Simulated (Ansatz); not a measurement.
Values for one crystal, relaxed and computed with the program Ansatz at the HSE06 level (PAW); other levels are named.

* **Volume per atom**: 10.99 Å³
* **Electronic character**: metallic (no gap)
* **Bulk modulus (Birch–Murnaghan fit)**: 2340 kbar
* **Pressure derivative B′**: 4.3

Problem. Pick the material that matches.
A. TiO, Pm-3m (Ti on 3c, O on 3d)
B. PtSe2, rutile
C. TiGe, rock salt
D. CrN2, Pnnm (Cr on 2a, N on 4g)

Solution. A, TiO, Pm-3m (Ti on 3c, O on 3d)

The workflow started from a Materials Project entry (that database holds measured and hypothetical structures alike); the Crystallography Open Database copy checked does not list it. COD files the formula under space group No. 12, 225. Whether it is the stable phase at ambient conditions was not checked. The cell was relaxed with HSE06 under the symmetry of its start; whether a distortion lowers the energy is not shown. The workflow began spin-polarised and lost its moments. The hybrid run found no gap, on a coarse k-mesh.

Potentials: the later of the program's two PAW sets.
